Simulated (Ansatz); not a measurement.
Consider the following.

Starting cell, TiAl (CuAu type, space group P4/mmm):

```
TiAl
1.0
    5.64852     0.00000     0.00000
    0.00000     2.82426     0.00000
    0.00000     0.00000     4.07079
Al Ti
2 2
Direct
  0.25000   0.50000   0.50000
  0.75000   0.50000   0.50000
  0.00000   0.00000   0.00000
  0.50000   0.00000   0.00000
```

In each cell atom 2 (Al, nearest neighbour Al at 2.824 Å; its periodic images, 2.8 Å or more away, move with it) moves by s·(0.707, 0.707, 0.000) (along Cartesian [110]), the rest being held.

Calculation: PBE (plane waves to 420 eV, PAW, scalar-relativistic; Ansatz, a program for electronic structure). k mesh 7×13×9 (Γ-centred), Fermi-Dirac smearing 0.05 eV. Energies are smeared free energies. With partly filled bands, energies and forces of such displacements shift with the k mesh and the smearing. TiAl is run without spin polarisation. TiAl was relaxed with its symmetry unable to fall. ΔE is measured from the undisplaced structure.

The scan covers s from -0.560 to 0.560 Å in 11 points.

Is the energy the same for equal positive and negative displacements?

Even: the same for both signs. With its periodic images moving along, the atom's site symmetry in this cell is mmm.

What is the force constant k = d²E/ds² of this move at s = 0?

5.54 eV/Å².

(A displaced cell: forces are minus the slopes of the energy, force constants its curvatures, and phonons follow from these.)
